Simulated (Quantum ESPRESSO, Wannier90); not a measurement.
# LiPt (P-6m2), plane waves to Wannier functions

```
begin unit_cell_cart
ang
    2.7462798935    0.0000000000    0.0000000000
   -1.3731399468    2.3783481537    0.0000000000
    0.0000000000    0.0000000000    4.1704700000
end unit_cell_cart
begin atoms_frac
Li   0.0000000000  0.0000000000  0.5000000000
Pt  -0.3333333333  0.3333333333  0.0000000000
end atoms_frac
```

Cell from Materials Project (mp-11807), symmetrised, no further relaxation. COD (Crystallography Open Database) has an entry of this formula and space group (matched by these alone). Computed values, not measurements, from PBEsol: Quantum ESPRESSO (norm-conserving PseudoDojo potentials, cutoff 68 Ry, no spin polarisation, no spin-orbit coupling) on a Γ-centred 12×12×6 mesh, then Wannier90. Density: 18×18×10 mesh, cold smearing 0.01 Ry. Spin-orbit coupling is left out although heavy elements are present.

A tight-binding model is made by disentanglement and projection with no localisation steps (num_iter = 0), so the 13 orbitals stay atom-like: hydrogen-like Li: s;p; Pt: s;p;d, axes along x, y, z; frozen window up to 1.50 eV relative to the Fermi level. It follows pw.x to 0.9 meV rms for states up to 1.0 eV relative to the Fermi level. Matrix elements depend on this choice of orbitals and windows.

The 30 largest hoppings ⟨m,0|H|n,R⟩ between different sites (one of each Hermitian pair; signs follow the real orbitals' lobes; the list may end inside a set of equal values):

```tsv
m	n	R	distance of the centres (Å)	t (eV)
Pt2 px	Pt2 px	1 0 0	2.75	3.226
Pt2 py	Pt2 py	1 1 0	2.75	2.367
Pt2 py	Pt2 py	0 1 0	2.75	2.367
Li1 px	Li1 px	1 0 0	2.75	2.231
Pt2 px	Pt2 s	1 0 0	2.75	-1.972
Pt2 s	Pt2 px	1 0 0	2.75	1.972
Pt2 pz	Li1 pz	0 0 0	2.62	1.908
Li1 pz	Pt2 pz	0 0 1	2.62	1.908
Pt2 pz	Li1 pz	0 1 -1	2.62	1.908
Pt2 pz	Li1 pz	0 1 0	2.62	1.908
Li1 pz	Pt2 pz	1 0 0	2.62	1.908
Li1 pz	Pt2 pz	1 0 1	2.62	1.908
Pt2 pz	Li1 py	0 1 -1	2.63	-1.843
Pt2 pz	Li1 py	0 1 0	2.63	1.843
Pt2 s	Pt2 py	1 1 0	2.73	1.798
Pt2 s	Pt2 py	0 1 0	2.73	1.798
Pt2 px	Pt2 py	1 1 0	2.70	1.720
Pt2 px	Pt2 py	0 1 0	2.70	-1.720
Li1 s	Pt2 pz	0 0 1	2.62	1.686
Pt2 pz	Li1 s	0 0 0	2.62	-1.686
Pt2 pz	Li1 s	0 1 0	2.62	-1.686
Pt2 pz	Li1 s	0 1 -1	2.62	1.686
Li1 s	Pt2 pz	1 0 0	2.62	-1.686
Li1 s	Pt2 pz	1 0 1	2.62	1.686
Pt2 py	Pt2 s	1 1 0	2.77	-1.618
Pt2 py	Pt2 s	0 1 0	2.77	-1.618
Li1 py	Li1 py	1 1 0	2.75	1.607
Li1 py	Li1 py	0 1 0	2.75	1.607
Pt2 pz	Li1 px	0 0 0	2.63	1.596
Li1 px	Pt2 pz	0 0 1	2.63	-1.596
```
